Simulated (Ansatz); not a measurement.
V$_{3}$Ga, in the lowest of the structures calculated here: Pm-3n (No. 223), cP8, A15 (Cr3Si type); a = b = c = 4.723 Å, α = β = γ = 90.00°; V 6c (0.000, 0.500, 0.250); Ga 2a (0.000, 0.000, 0.000). These are PBEsol (plane waves to 420 eV, PAW, scalar-relativistic; Ansatz, a quantum-chemistry and plane-wave program) values and carry that method's errors. Element references, the lowest calculated here: Ga (Cmce), V (Im-3m).

Total energies (eV/atom, σ → 0; comparable only within this code, potentials and settings):

| phase | E (eV/atom) |
|---|---|
| V3Ga (Pm-3n) | -3099.972 |
| Ga (Cmce) | -3743.203 |
| V (Im-3m) | -2885.289 |

What is the formation energy of this Pm-3n form of V3Ga from the elements?

E_f = -3099.972 − [3 × (-2885.289) + 1 × (-3743.203)] / 4 = -0.20 eV/atom (-0.8 eV per formula unit).

Static energies, no anion corrections, no zero-point energy. Values are rounded to 0.01 eV/atom. The compounds carry no spin polarisation. A magnetic state may lie lower.
